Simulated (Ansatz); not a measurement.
TaO2: which magnetic state is lowest?

Method: DFT r2SCAN, scalar-relativistic, plane waves, PAW in Ansatz 0.2.0.

```cif
data_structure
_symmetry_space_group_name_H-M 'P 1'
_symmetry_Int_Tables_number 1
_cell_length_a 3.0581
_cell_length_b 3.0581
_cell_length_c 4.8659
_cell_angle_alpha 90.000
_cell_angle_beta 90.000
_cell_angle_gamma 120.000
_cell_volume 39.41
loop_
_atom_site_label
_atom_site_type_symbol
_atom_site_fract_x
_atom_site_fract_y
_atom_site_fract_z
_atom_site_occupancy
Ta1 Ta 0.00000 0.00000 0.00000 1
O1 O 0.33333 0.66667 0.22153 1
O2 O 0.66667 0.33333 0.77847 1
```

The plane-wave cutoff is 500 eV, the Γ-centred k-mesh is 18×18×10 and the occupation rule is Gaussian smearing, 0.1 eV. The list of starting moments (μB, in atom order) is 1 0 0. The check for lower electronic states after the SCF is on.

Each order was relaxed in cell and atoms. Spin–orbit coupling is left out, which for heavy magnetic ions can matter as much as these differences. r2SCAN tends to overstate moments in metals, so a weak moment here may be absent in the real material. Site moments are spin moments in atom-centred spheres that scale with the neighbour distance. The states are those that the runs reached from these starts; a lower one can exist. No antiferromagnetic start is among these.

Q: Starts tried: no spin; ferromagnetic. Which state comes out lowest, and what are the moments?

A: Of the states reached here, with no antiferromagnetic start among them, the lowest is ferromagnetic, reached from the start “ferromagnetic”, with site moments (μB) Ta +0.26.

```csv
start,ends,energy above lowest (meV/atom),site moments (μB),gap on mesh (eV),volume (Å³/atom)
no spin,non-magnetic,5.61,none over 0.05,metal,13.04
ferromagnetic,ferromagnetic,0.00,Ta +0.26,metal,13.14
```

Cost: 2 runs of about 9.6 core-minutes in all, on Intel Xeon Processor @ 2.50GHz (Skylake/Cascade Lake) (shared hosts).